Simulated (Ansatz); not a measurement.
Relaxed-ion elastic tensor of HfIr3 (Cu3Au type, Pm-3m) in GPa (Voigt order), plane-wave PAW LDA (Ansatz code); density 21.15 g/cm³, 14.82 Å³ per atom.

```
475  247  247  0.0  0.0  0.0
247  475  247  0.0  0.0  0.0
247  247  475  0.0  0.0  0.0
0.0  0.0  0.0  236  0.0  0.0
0.0  0.0  0.0  0.0  236  0.0
0.0  0.0  0.0  0.0  0.0  236
```

Q: Is the crystal mechanically stable?

A: Yes: the smallest eigenvalue of C is 228 GPa.

Q: Work out the Voigt, Reuss and Hill averages.

A: K_V = 323, K_R = 323, K_H = 323; G_V = 187, G_R = 165, G_H = 176 GPa.

Q: Give Young's modulus, Poisson's ratio, Pugh's ratio and the universal anisotropy index.

A: E = 9KG/(3K + G) = 447 GPa; ν = 0.27; K/G = 1.83 (near the Pugh limit of 1.75, no verdict); A_U = 5G_V/G_R + K_V/K_R − 6 = 0.67.

Q: Estimate the sound speeds and the Debye temperature.

A: v_l = √((K + 4G/3)/ρ) = 5140 m/s, v_t = √(G/ρ) = 2890 m/s, mean 3210 m/s; Θ = (h/k)(3n/4πV)^(1/3) v_m = 389 K.

Q: Give the Zener ratio and Young's modulus along [100], [110] and [111].

A: A = 2C44/(C11 − C12) = 2.08; 1/E = S11 − 2(S11 − S12 − S44/2)Γ with Γ = 0, 1/4, 1/3 gives 305, 469, 570 GPa.

Q: Solve the Christoffel equation for the three sound speeds along [100], [110], [111].

A: Eigenvalues of C_ijkl n_j n_l equal ρv². In km/s, slowest first: [100] 3.34, 3.34, 4.74; [110] 2.32, 3.34, 5.31; [111] 2.70, 2.70, 5.49.

The workflow started from a Materials Project entry (that database holds measured and hypothetical structures alike); the Crystallography Open Database files this formula in space group No. 221, but the cells were not matched. Whether it is the stable phase at ambient conditions was not checked. Symmetry was held in the LDA relaxation; of distortions, only those at the zone centre were tested. The run is not spin-polarised. As this level gives no gap, shear constants depend on the k-mesh and smearing (Fermi–Dirac, 0.1 eV here). Scalar-relativistic: spin–orbit coupling is off unless named, which matters more the heavier the elements.

Potentials: the later of the program's two PAW sets.
